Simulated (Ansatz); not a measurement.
# Structures of KAlAs3: which is lowest?

Plane-wave DFT in Ansatz with scalar-relativistic PAW potentials, cutoff 420 eV, Γ-centred meshes chosen by cell and gap, Gaussian smearing with energies taken to zero width. Every cell was relaxed (cell and atoms) in a run of its own, within the symmetry of its start. Functional: PBE.

Relaxed structures (starts from databases or built by putting these elements on another compound's sites):
A. P6_3/mmc, 10 atoms in the computed cell, a = 6.202 Å, c = 7.234 Å; sites (symmetry × multiplicity) K -6m2 × 2, Al -3m. × 2, As mm2 × 6; start: built
B. Pm-3m, 5 atoms in the computed cell, a = 5.021 Å; sites (symmetry × multiplicity) K m-3m × 1, Al m-3m × 1, As 4/mm.m × 3; start: built

Q: Rank them by energy. Could pressure change the order?

A:
| structure | group | E − E(lowest) (meV/atom) | V (Å³/atom) | gap on mesh (eV) |
| --- | --- | --- | --- | --- |
| A | P6_3/mmc | 0.0 | 24.10 | 0.00 |
| B | Pm-3m | 238 | 25.32 | 0.00 |

A is lowest, 238 meV/atom under B. The lowest is also the densest of these, so pressure wouldn't bring one of the others in at first order. Other structures may lie lower than all of these, and vibrations aren't counted.